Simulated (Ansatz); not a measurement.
The start is a generated cell, WC placed in the WC structure type. The cell and all atomic positions are relaxed at zero pressure with r2SCAN (plane waves to 500 eV, PAW, scalar-relativistic; Ansatz, a quantum-chemistry and plane-wave program).

Ansatz input (later rounds restart from its end on a renewed k-mesh):
Ansatz 0.2 input:
```yaml
crystal:
  lattice:
    - [2.9065001, 0, 0]
    - [-1.45325, 2.5171029, 0]
    - [0, 0, 2.8366]
  atoms:
    - { symbol: W, position: [0, 0, 0] }
    - { symbol: C, position: [0.66666667, 0.33333333, 0.5] }
basis: { ecutwfc: 500, ecutrho_ratio: 4, xc_grid: 4, fft_grid_basis: typed }
kpoints: { mp_grid: { grid: [13, 13, 12] } }
hamiltonian:
  xc: r2scan
  dispersion: none
  pseudopotentials: { kind: paw }
scf: { occupations: { method: fermi_dirac, width: 0.05 } }
relax: { f_tol: 0.01, max_steps: 100, cell: { stress_tol: 0.02 } }
output: { forces: true, stress: true }
```

Q: By how much does the energy per atom fall from start to end?

A: Under 0.01 eV/atom.

Q: How does the volume per atom move from start to end?

A: +0.4 %, from 10.38 to 10.42 Å³/atom.

Q: How do the shortest distances between atoms change?

A: The closest pairs of elements (up to four, under 3.6 Å), start → end: C–W 2.20 → 2.20 Å; C–C 2.84 → 2.84 Å; W–W 2.84 → 2.84 Å.

Q: Is the relaxed structure metallic? Give its gap.

A: Zero (metallic).

The space group stays P-6m2 (No. 187) (the run could not lower it); the end is AFLOW prototype AB_hP2_187_d_a (B_h, as in WC), with 2 atoms in the primitive cell. Final values are on a 18×18×16 k-mesh of the relaxed cell. No spin polarisation in the result.

The run could not lose the symmetry of its start; a randomly shaken copy of 2 atoms returns to this structure.

All atoms sit on sites fixed by symmetry, so only the cell could relax.
